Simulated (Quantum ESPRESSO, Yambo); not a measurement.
BeSe (zinc blende, space group F-43m, No. 216): one geometry, one set of norm-conserving PBE (stringent potentials; Quantum ESPRESSO, 106 Ry, scalar-relativistic) orbitals, self-energies from Yambo (4×4×4 Γ-centred k mesh, bands 11 to 156 and a 15 Ry block in the screening, 156 bands in G with the Bruneval-Gonze terminator, plasmon pole fitted at 27.2 eV).

```json
[
 {"level": "PBE (Quantum ESPRESSO)", "gap Γ → X (eV)": "2.62", "direct gap at Γ (eV)": "4.43"},
 {"level": "exchange only (Hartree-Fock self-energy on PBE orbitals)", "gap Γ → X (eV)": "___", "direct gap at Γ (eV)": "___"},
 {"level": "static COHSEX@PBE", "gap Γ → X (eV)": "___", "direct gap at Γ (eV)": "___"},
 {"level": "G0W0@PBE, plasmon pole", "gap Γ → X (eV)": "3.67", "direct gap at Γ (eV)": "5.69"}
]
```

Complete the blanks.


- exchange only (Hartree-Fock self-energy on PBE orbitals), gap Γ → X (eV): 9.02
- exchange only (Hartree-Fock self-energy on PBE orbitals), direct gap at Γ (eV): 11.54
- static COHSEX@PBE, gap Γ → X (eV): 4.50
- static COHSEX@PBE, direct gap at Γ (eV): 6.57

Bare exchange has no screening and gives the widest gap; static COHSEX screens it but leaves out the frequency dependence, which G0W0 restores.

Nearest settings tried, and what they do to the gap: 83 bands in G: +3 meV; 83 bands in W, 83 bands in G: -35 meV; 9 Ry block (137 vectors against 259): -43 meV. Not varied: mesh. So the settings aren't converged at that level.

Spin-orbit coupling is not included.

Geometry relaxed with PBEsol; primitive cell a = b = c = 3.6276 Å, α = β = γ = 60.00°.
